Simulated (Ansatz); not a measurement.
BaZrO3 (cubic perovskite, space group No. 221), plane-wave PAW PBEsol (Ansatz code): ε∞ = 4.93, cell volume 73.07 Å³. Infrared-active transverse modes:

```json
[
 {"ω_TO (cm⁻¹)": "88.2", "oscillator strength S_xx (e²/amu)": "0.5697"},
 {"ω_TO (cm⁻¹)": "189.1", "oscillator strength S_xx (e²/amu)": "0.9678"},
 {"ω_TO (cm⁻¹)": "502.2", "oscillator strength S_xx (e²/amu)": "0.8876"}
]
```

### Question
Compute the static dielectric constant.

### Answer
Each mode adds (4.921e7/V) S/ω²: 49.28, 18.23, 2.37. So ε0 = 74.8.

Space group Pm-3m (cubic perovskite). Symmetry was held in the PBEsol relaxation. At this level the phase is dynamically unstable (imaginary phonons). No spin polarisation was allowed. Scalar-relativistic: spin–orbit coupling is off unless named, which matters more the heavier the elements.

Potentials: the later of the program's two PAW sets.
